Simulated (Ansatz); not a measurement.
LaGa2:
```
LaGa2
1.0
    4.27347     0.00000     0.00000
   -2.13674     3.70094     0.00000
    0.00000     0.00000     4.37956
La Ga
1 2
Direct
  0.00000   0.00000   0.00000
  0.66667   0.33333   0.50000
  0.33333   0.66667   0.50000
```

Relaxed with PBEsol. Special points in fractions of this cell's reciprocal vectors: Γ (0.000, 0.000, 0.000); M (0.500, 0.000, 0.000); K (0.333, 0.333, 0.000); A (0.000, 0.000, 0.500); L (0.500, 0.000, 0.500); H (0.333, 0.333, 0.500).

Task: List the band energies nearest the Fermi level at these points for PBEsol in the plane-wave PAW code Ansatz.

Result: In eV from the Fermi level; about four levels below and three above (degenerate sets whole), none deeper than 8.9 eV; points with the same levels are listed once.

```csv
k,below,above
Γ,-0.64 -0.64 -0.26,0.04 0.54 1.96 1.96
M,-5.93 -0.87 -0.83 -0.70,1.60 2.03 2.17
K,-5.81 -5.81 -3.43 0.00 0.00,1.65 1.65 1.93
A,-7.83 -3.41,0.37 0.37 1.01 1.01
L,-4.78 -1.97 -1.41 -0.11,1.64 2.19 2.25
H,-6.27 -6.27 -1.76 -0.53 -0.53,2.04 2.19 2.19
```

Space group P6/mmm. The workflow started from an entry of the Crystallography Open Database (COD, 293 K). Its standing as an ambient phase is unchecked. The cell was relaxed with PBEsol under the symmetry of its start; of distortions, only those at the zone centre were tested. Scalar-relativistic: spin–orbit coupling is off unless named, which matters more the heavier the elements.

Potentials: the later of the program's two PAW sets.
